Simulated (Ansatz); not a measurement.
The relaxed structure here is a generated cell of Os: the first start was made by placing the elements on the sites of a structure type, and the end was not matched to a known phase here, so it may be hypothetical. Known forms of Os include space group No. 194.

A relaxed cell of Os (P6/mmm (No. 191)), relaxed on a k-mesh at least as fine as the one used below. Calculation: r2SCAN (plane waves to 500 eV, PAW, scalar-relativistic; Ansatz, an electronic-structure program). Γ-centred k-mesh 9×9×6 on the run's cell (coarser than for final values), Fermi–Dirac smearing 0.05 eV.

```yaml
crystal:
  lattice:
    - [4.29355, 0.00000, 0.00000]
    - [-2.14677, 3.71832, 0.00000]
    - [0.00000, 0.00000, 5.41263]
  atoms:
    - { symbol: Os, position: [0.00000, 0.00000, 0.00000] }
    - { symbol: Os, position: [0.00000, 0.00000, 0.50000] }
    - { symbol: Os, position: [0.33333, 0.66667, 0.25000] }
    - { symbol: Os, position: [0.33333, 0.66667, 0.75000] }
    - { symbol: Os, position: [0.66667, 0.33333, 0.25000] }
    - { symbol: Os, position: [0.66667, 0.33333, 0.75000] }
```

The atoms are displaced along an unstable phonon of this cell by (Å):

| atom | ux | uy | uz |
|---|---|---|---|
| Os1 | 0.000 | 0.000 | -0.150 |
| Os2 | 0.000 | 0.000 | 0.150 |
| Os3 | 0.000 | 0.000 | 0.000 |
| Os4 | 0.000 | 0.000 | 0.000 |
| Os5 | 0.000 | 0.000 | 0.000 |
| Os6 | 0.000 | 0.000 | 0.000 |

Question: What forces (eV/Å) and pressure result?

Answer: 
```json
[
 {"atom": "Os1", "Fx": "0.00", "Fy": "0.00", "Fz": "3.17"},
 {"atom": "Os2", "Fx": "0.00", "Fy": "0.00", "Fz": "-3.17"},
 {"atom": "Os3", "Fx": "0.00", "Fy": "0.00", "Fz": "0.00"},
 {"atom": "Os4", "Fx": "0.00", "Fy": "0.00", "Fz": "0.00"},
 {"atom": "Os5", "Fx": "0.00", "Fy": "0.00", "Fz": "0.00"},
 {"atom": "Os6", "Fx": "0.00", "Fy": "0.00", "Fz": "0.00"}
]
```

Pressure +4.3 GPa.

Question: Estimate the energy cost of the displacement in the harmonic approximation and compare with the calculation.

Answer: For a harmonic well ΔE = −½ Σ F·u = 0.476 eV a cell, or 79 meV/atom. The calculated energy relative to the undisplaced cell is +0.05 eV/atom, so anharmonic terms matter at this amplitude.

No spin polarisation in the result.

The run that gave the undisplaced cell could not lose the symmetry of its start: the end is stationary, and may be a saddle point rather than a minimum.
